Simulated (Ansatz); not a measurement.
GaN:
```cif
data_Ga2N2
_chemical_formula_sum 'Ga2 N2'
_space_group_name_H-M_alt 'P 1'
_space_group_IT_number 1
_cell_length_a 3.18260
_cell_length_b 3.18260
_cell_length_c 5.18538
_cell_angle_alpha 90.000
_cell_angle_beta 90.000
_cell_angle_gamma 120.000
loop_
_space_group_symop_operation_xyz
  'x, y, z'
loop_
_atom_site_label
_atom_site_type_symbol
_atom_site_fract_x
_atom_site_fract_y
_atom_site_fract_z
_atom_site_occupancy
Ga1 Ga 0.66667 0.33333 0.00091 1
Ga2 Ga 0.33333 0.66667 0.50091 1
N1 N 0.66667 0.33333 0.62429 1
N2 N 0.33333 0.66667 0.12429 1
```

Relaxed with PBEsol. The program Ansatz at the PBEsol level (PAW) gives a gap of 1.88 eV.

Q: What gap does HSE06 give on the same cell (Ansatz, PAW)?

A: 3.19 eV, 1.32 eV more. The hybrid was solved on a coarser mesh and at special points; its gap is the smallest among all of these.

```csv
k,v1 PBEsol,c1 PBEsol,v1 HSE06,c1 HSE06
Γ,0.00,1.88,0.00,3.19
A,-0.54,4.21,?,?
K,-2.77,5.00,?,?
H,-1.50,6.34,-1.59,7.90
M,-1.01,4.94,?,?
L,-1.92,4.30,?,?
```

Q: Top valence (v1) and lowest conduction level (c1) in eV from each method's valence maximum (which need not be a listed point): supply the withheld HSE06 values.

A: 
- M, v1 HSE06: -1.08
- M, c1 HSE06: 6.37
- K, v1 HSE06: -2.96
- K, c1 HSE06: 6.32
- L, v1 HSE06: -2.04
- L, c1 HSE06: 5.68
- A, v1 HSE06: -0.58
- A, c1 HSE06: 5.68

Cost on shared cores: the PBEsol run (SCF on a 10×10×6 mesh, then bands and DOS) roughly 27 core-seconds, the HSE06 run (SCF on 7×7×4, then a few points) about 4 core-minutes (a rough figure); the tasks are unlike.

Space group P6_3mc (wurtzite). The cell was relaxed with PBEsol under the symmetry of its start. Spin–orbit coupling is left out wherever it is not named.

Potentials: the later of the program's two PAW sets.
